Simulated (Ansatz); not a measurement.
VCo (CsCl type, Pm-3m), PBE (plane waves, PAW; program Ansatz), all energies at zero smearing, with the estimated change up to a 700 eV cutoff added, with one set of potentials and settings (totals compare only within such a set). Cell of 2 atoms (1 V, 1 Co): -8038.754 eV.

```
element                                reference phase  E (eV/atom)
-------  ---------------------------------------------  -----------
V                           Im-3m, 1 atoms in the cell   -2912.4140
Co       P6_3/mmc, 2 atoms in the cell, spin-polarised   -5126.1559
```

Formation energy per atom, worked out: (-8038.754 − 1×(-2912.4140) − 1×(-5126.1559))/2 = -0.092 eV/atom (-9 kJ per mol of atoms), at 0 K, without zero-point energy or fitted corrections.

The workflow started from a Materials Project entry (that database holds measured and hypothetical structures alike); the Crystallography Open Database copy checked does not list it. With V and Co taken as one species the cell has the higher symmetry Im-3m, so it may be an ordered model of a mixed-site phase. Whether it is the stable phase at ambient conditions was not checked. The cell was relaxed with PBE under the symmetry of its start; whether a distortion lowers the energy is not shown. Magnetic state: ferromagnetic, chosen from 5 collinear starts compared on coarse meshes (ties went to the first, and starts can fall back to one state), not a proven ground state. The references are the lowest solids computed at this level, not always the standard phases.

Potentials: the later of the program's two PAW sets.
